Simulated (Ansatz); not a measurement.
Structure relaxation, CrI₃

The start is a generated cell, CrI3 placed in the AlF3 structure type. A full variable-cell relaxation at zero pressure is run with PBE (plane waves to 420 eV, PAW, scalar-relativistic; Ansatz, a quantum-chemistry and plane-wave program). The first steps use a coarse 4×4×4 k-mesh.

Starting cell:
```
CELL_PARAMETERS angstrom
      3.58717     2.07105     6.05853
     -3.58717     2.07105     6.05853
      0.00000    -4.14211     6.05853
ATOMIC_POSITIONS crystal
  Cr 0.23700 0.23700 0.23700
  Cr 0.76300 0.76300 0.76300
  I  0.43000 0.57000 0.00000
  I  0.00000 0.43000 0.57000
  I  0.57000 0.00000 0.43000
  I  0.07000 0.93000 0.50000
  I  0.50000 0.07000 0.93000
  I  0.93000 0.50000 0.07000
```
Spin-polarised start, with parallel moments on Cr.

```yaml
initial_pressure: "+7 GPa (positive: the cell is compressed)"
largest_initial_force: about 2.4 eV/Å, on Cr1, Cr2 (atoms numbered as listed)
energy_released: 0.29 eV/atom
volume_change: -2.1 %, from 33.76 to 33.04 Å³/atom
Shortest distances (start → end): "The closest pairs of elements (up to four, under 3.6 Å), start → end: Cr–I 2.49 → 2.77 Å"
band_gap_at_the_end: 0.02 eV, indirect (valence top at Γ, conduction bottom at F) (no spin-orbit coupling)
moments_at_the_end: net 0.75 μB/atom, ferromagnetic
optimiser_moves: 5
```

Final structure:

Space group R-3c, hexagonal axes (No. 167); a = b = 6.987 Å, c = 18.755 Å, α = β = 90.00°, γ = 120.00°

```
atom  site  symmetry       x       y       z
----  ----  --------  ------  ------  ------
Cr      6b       -3.  0.0000  0.0000  0.0000
I      18e        .2  0.3471  0.3471  0.2500
```
(The calculation used a cell of 8 atoms; values per cell refer to that cell.)

Final values are on a 8×8×8 k-mesh of the relaxed cell. Spin state reached: ferromagnetic (net 0.75 μB/atom), from parallel starting moments; other spin orders were not run from this start. Without spin-orbit coupling the bands of the heavy element are not split, so the gap can be far off.

The run could not lose the symmetry of its start; a randomly shaken copy of 8 atoms returns to this structure.

The relaxed structure here is a generated cell of CrI3: the first start was made by placing the elements on the sites of a structure type, and the end was not matched to a known phase here, so it may be hypothetical. Known forms of CrI3 include space group No. 148.
